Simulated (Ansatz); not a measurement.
Cu3PdN:
```
CELL_PARAMETERS angstrom
      3.82001     0.00000     0.00000
      0.00000     3.82001     0.00000
      0.00000     0.00000     3.82001
ATOMIC_POSITIONS crystal
  Cu 0.50000 0.00000 0.00000
  Cu 0.00000 0.50000 0.00000
  Cu 0.00000 0.00000 0.50000
  Pd 0.50000 0.50000 0.50000
  N  0.00000 0.00000 0.00000
```

Relaxed with PBEsol. Special points in fractions of this cell's reciprocal vectors: Γ (0.000, 0.000, 0.000); X (0.000, 0.500, 0.000); M (0.500, 0.500, 0.000); R (0.500, 0.500, 0.500).

### Question
List the band energies nearest the Fermi level at these points for PBEsol (plane waves, PAW; program Ansatz).

### Answer
In eV from the Fermi level; about four levels below and three above (degenerate sets whole), none deeper than 8.9 eV; points with the same levels are listed once.

| k | below | above |
|---|---|---|
| Γ | -1.03 -1.03 -1.03 -0.02 | 4.69 4.69 4.69 |
| X | -1.90 -1.90 -1.84 -1.74 -1.06 | 0.45 2.00 5.37 5.37 |
| M | -1.86 -1.86 -1.85 -1.28 | 0.18 3.51 3.51 |
| R | -1.29 -1.29 -1.07 -1.07 -1.07 | 0.34 0.34 0.34 |

Space group Pm-3m (anti-perovskite). The workflow started from a Materials Project entry (that database holds measured and hypothetical structures alike); the Crystallography Open Database copy checked does not list it. Its standing as an ambient phase is unchecked. The PBEsol relaxation kept the symmetry of its start; of distortions, only those at the zone centre were tested. The run is not spin-polarised. A small band overlap can be real or an error of a semilocal functional. Scalar-relativistic: spin–orbit coupling is off unless named, which matters more the heavier the elements.

Potentials: the earlier of the program's two PAW sets.
